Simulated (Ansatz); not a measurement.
Nb$_{2}$InC in space group P6_3/mmc (No. 194; Nb on 4f, In on 2d, C on 2a), plane-wave PAW r²SCAN (Ansatz code), all energies at zero smearing, with the estimated change up to a 700 eV cutoff added, with one set of potentials and settings (totals compare only within such a set). Cell of 8 atoms (4 Nb, 2 In, 2 C): -29985.716 eV.

```csv
element,reference phase,E (eV/atom)
Nb,"Im-3m, 1 atoms in the cell",-4563.6321
In,"I4/mmm, 1 atoms in the cell",-5611.8204
C,"P6_3/mmc, 4 atoms in the cell",-251.6711
```

Formation energy per atom, worked out: (-29985.716 − 4×(-4563.6321) − 2×(-5611.8204) − 2×(-251.6711))/8 = -0.526 eV/atom (-51 kJ per mol of atoms), at 0 K, without zero-point energy or fitted corrections.

The workflow started from a Materials Project entry (that database holds measured and hypothetical structures alike); the Crystallography Open Database copy checked does not list it. Whether it is the stable phase at ambient conditions was not checked. The cell was relaxed with r²SCAN under the symmetry of its start; its stability against distortions is not shown here. No spin polarisation was allowed. The references are the lowest solids computed at this level, not always the standard phases.

Potentials: the later of the program's two PAW sets.
